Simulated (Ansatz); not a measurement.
Trial structure of In₃Ga₂As₅, not yet relaxed:

```
CELL_PARAMETERS angstrom
-2.01954 2.01954 14.28033
2.01954 -2.01954 14.28033
2.01954 2.01954 -14.28033
ATOMIC_POSITIONS crystal
In 0.90000 0.90000 0.00000
In 0.50000 0.50000 0.00000
In 0.10000 0.10000 0.00000
Ga 0.70000 0.70000 0.00000
Ga 0.30000 0.30000 0.00000
As 0.25000 0.75000 0.50000
As 0.85000 0.35000 0.50000
As 0.45000 0.95000 0.50000
As 0.05000 0.55000 0.50000
As 0.65000 0.15000 0.50000
```

Level of theory: DFT PBE, scalar-relativistic, plane waves, PAW in Ansatz 0.2.0. Cutoff 420 eV; k points 6×6×6 on the computed 10-atom cell (Γ-centred); Gaussian smearing, width 0.10 eV; no spin polarisation.

Formation energies are uncorrected and refer to the elements' standard structures at the same level.

Problem. Estimate its pressure, forces and energy as it stands.

Solution. The pressure is 12.7 GPa (the mean over three directions, positive in compression), the largest force is 1.77 eV/Å, and the energy is −0.09 eV/atom against the elements. The shortest distance is 2.47 Å.

Problem. How much does it gain on relaxing, and where does it end?

Solution. Relaxing gains about 0.18 eV/atom (the start's value is from the coarse mesh, so the gain is rough) in 8 ionic steps and ends at −0.27 eV/atom on the finer mesh. The symmetry stays I-4m2 (No. 119). The volume per atom grows by 16.7 %, from 23.3 to 27.2 Å³. The shortest distance goes from 2.47 Å (Ga–As and In–As) to 2.53 Å (Ga–As). Conventional cell: a = 4.241 Å, c = 30.222 Å. In on a site of symmetry 2mm has 4 As at 2.65–2.66 Å; around Ga lie 4 As at 2.53 Å; As on a site of symmetry -4m2 is surrounded by 4 Ga at 2.53 Å; 3 more sites not described.

The last run used a 12×12×12 mesh for its 10-atom cell and Gaussian smearing of 0.10 eV. The reference form of As is held partly by dispersion forces, which this level lacks. The relaxation can't lower the symmetry of the start. Symmetry constrained the relaxation, so the result can be a saddle point.
